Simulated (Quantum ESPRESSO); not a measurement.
# Moving one atom in Ga3SiO5N

These are calculations, not measurements. They come from pw.x of Quantum ESPRESSO 7.5, a plane-wave density functional program, with PseudoDojo standard norm-conserving files (v0.5 for PBE, v0.4.1 for LDA and PBEsol). The cells are made up: elements, strain and atom displacements were drawn at random, and nothing was relaxed. There is no spin polarisation, spin-orbit coupling or dispersion term.

The cell has 10 sites of a corundum lattice. Sites 1 to 4 hold Ga Ga Ga Si; sites 5 to 10 hold O O O O N O. Cell vectors in Å: (2.583, 1.526, 4.644); (-2.462, 1.443, 4.604); (-0.012, -2.846, 4.585). Settings: PBE, cutoff 1143 eV, 5 x 5 x 5 k mesh shifted by half a step, Fermi-Dirac smearing of 0.025 eV.

Each run shifts the Ga atom on site 1 along x and leaves all else fixed. Site 10 is one of its nearest neighbours. E is the free energy of the cell above the lowest run shown. The last column is band 40 less band 39 at Gamma, from a band step after each run.

```
run  shift (Å)  Fx on site 1 (eV/Å)  Fx on site 10 (eV/Å)  P (GPa)  E (meV)  level step at Gamma (eV)
  1    -0.1208                1.737                -0.951    -7.30     92.0                     1.144
  2    -0.0829                1.095                -0.670    -7.52     38.5                     1.163
  3    -0.0057               -0.069                -0.283    -7.63      0.0                     1.197
  4     0.0208               -0.433                -0.198    -7.57      6.7                     1.207
  5     0.0441               -0.741                -0.139    -7.49     20.4                     1.216
  7     0.1131               -1.598                -0.044    -7.04    101.5                     1.239
  6     0.0695                    ?                     ?        ?        ?                         ?
```

A rerun of one of these cells at 1437 eV and k mesh 7 x 7 x 7 moved values by no more than 0.003 eV in the cell's energy, 0.03 GPa in stress and 0.002 eV/Å in force.

## Worked fit

A parabola through the six runs shown gives Fx on site 1 = -0.147 - 14.13 u + 11.7 u² eV/Å, with u in Å and a scatter of 0.009 eV/Å. Minus the slope, 14.13 ± 0.24 eV/Å², is this atom's force constant along x at u = 0, with its periodic images moving too. The fitted force vanishes at u = -0.010 Å, where the energy should be lowest along this line. The error is the larger of the fit's own and the change that a cubic makes, rounded up.

## Withheld run

Question: what Fx on site 1 should run 6 give?

The fit gives -1.073 eV/Å. The calculation gave -1.065 eV/Å.

| run | shift (Å) | Fx on site 1 (eV/Å) | Fx on site 10 (eV/Å) | P (GPa) | E (meV) | level step at Gamma (eV) |
| --- | --- | --- | --- | --- | --- | --- |
| 6 | 0.0695 | -1.065 | -0.092 | -7.35 | 43.3 | 1.225 |